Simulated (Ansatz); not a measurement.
Ta3Sn (A15 (Cr3Si type), Pm-3n) under volume change, PBEsol in the plane-wave PAW code Ansatz, scaled uniformly.

| V (Å³/atom) | E − E(relaxed) (meV/atom) | P (GPa) |
|---|---|---|
| 16.557 | 104.5 | 22.17 |
| 17.103 | 43.9 | 13.60 |
| 17.649 | 10.4 | 6.27 |
| 18.195 | 0.0 | 0.00 |
| 18.740 | 9.4 | -5.37 |
| 19.286 | 35.7 | -9.97 |
| 19.832 | 76.5 | -13.90 |

Question: What does a third-order Birch–Murnaghan fit give for V₀, B₀ and B′?

Answer: V₀ = 18.19 Å³/atom, B₀ = 193 GPa, B′ = 4.2.

The workflow started from an entry of the Crystallography Open Database (COD). Whether it is the stable phase at ambient conditions was not checked. The cell was relaxed with PBEsol under the symmetry of its start; whether a distortion lowers the energy is not shown. No spin polarisation was allowed. Spin–orbit coupling is left out wherever it is not named.

Potentials: the later of the program's two PAW sets.
